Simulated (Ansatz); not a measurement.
AlZnNO in space group P3m1 (No. 156; Al on 1b, Zn on 1c, O on 1b, N on 1c), the program Ansatz at the PBEsol level (PAW). The conduction-band minimum lies at Γ, with 1 equivalent valley. Second derivatives d²E/dk² of the lowest band at one valley (eV·Å²), along Cartesian directions:

| direction | d²E/dk² |
|---|---|
| [100] | 28.31 |
| [010] | 28.31 |
| [001] | 34.54 |
| [110] | 28.31 |
| [101] | 31.43 |
| [011] | 31.43 |

Find the principal effective masses, the density-of-states mass and the conductivity mass.

Off-diagonal terms follow from H_xy = H[110] − (H_xx + H_yy)/2, and m*/mₑ = 7.620 eV·Å² over each eigenvalue: 0.22, 0.27, 0.27. One valley's DOS mass (m₁m₂m₃)^(1/3) = 0.25, conductivity mass 3/(Σ 1/mᵢ) = 0.25 mₑ.

What effective density of states Nc follows at 300 K for parabolic valleys?

Nc = 2.509e19 × 1 × (0.25)^(3/2) ≈ 3.1e18 cm⁻³.

With the computed static dielectric constant 8.82 (mean of the diagonal), estimate a hydrogenic donor's binding energy and radius.

E = 13.606 eV × 0.25/8.82² ≈ 44 meV; a = 0.529 Å × ε/m* ≈ 19 Å. Semilocal masses tend to be too small when the gap is underestimated.

The start of the workflow was typed in or built on a structure type; neither database checked (COD, Materials Project) lists it. Whether it is the stable phase at ambient conditions was not checked. The cell was relaxed with PBEsol under the symmetry of its start; its stability against distortions is not shown here.

Potentials: the earlier of the program's two PAW sets. The files were generated under PBE; for other functionals the program regenerates the frozen cores, and for LDA and PBEsol the local potential too.
